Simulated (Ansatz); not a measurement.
**Moment against volume in TiCo3 (Pm-3m)**

```
CELL_PARAMETERS angstrom
3.57100 0.00000 0.00000
0.00000 3.57100 0.00000
0.00000 0.00000 3.57100
ATOMIC_POSITIONS crystal
Ti 0.00000 0.00000 0.00000
Co 0.00000 0.50000 0.50000
Co 0.50000 0.00000 0.50000
Co 0.50000 0.50000 0.00000
```

The reference geometry is a structure as deposited in COD; nothing is relaxed.

Common settings: PBEsol, 10×10×10 k mesh, Fermi–Dirac smearing of 0.05 eV. PAW means Ansatz 0.2.0 on its default frozen-core files; LAPW is all-electron LAPW in Ansatz 0.2.0. Site moments are integrated in spheres about the atoms, whose radii differ between the methods. Start moments of the first PAW run (μB): Co2 2, Co3 2, Co4 2.

The cell shown is scaled evenly to other volumes, and every spin-polarised run starts from the same moments.

**Question.** Over V/V₀ from 0.7 to 1.2, do the moments collapse, and if so where?

**Answer.** The moments are gone at V/V₀ = 0.88 (27 GPa) and below, and present from 0.94 (6 GPa) upwards, where the largest is 0.10 μB at first.
```
V/V₀  Å³/atom  M PAW (μB/cell)  M LAPW (μB/cell)  largest site moment, PAW (μB)  P PAW (GPa)  P LAPW (GPa)  F − F(unpolarised), PAW (meV/atom)
 0.7     7.97             0.00                 –                           0.00        153.7             –                                   0
0.76     8.65             0.00              0.00                           0.00         95.8          95.7                                   0
0.82     9.34             0.00              0.00                           0.00         55.2          55.1                                   0
0.88    10.02             0.00                 –                           0.00         26.5             –                                   0
0.94    10.70             0.25              0.28                           0.10          6.2           6.1                                   0
   1    11.38             2.58              2.59                           1.03         -3.7          -3.7                                  -5
1.06    12.07             2.71                 –                           1.12        -13.9             –                                 -26
1.12    12.75             2.73                 –                           1.17        -21.5             –                                 -45
 1.2    13.66             2.74                 –                           1.22        -28.2             –                                 -71
```

The PAW files were made with PBE; the program remakes their cores once for the run's functional and then keeps them frozen.  The Ansatz runs typed with the search for lower states off end where their start leads. The magnetic state is the one that this cell and start allow. It needn't be the compound's measured order, which may need a larger cell or be absent.
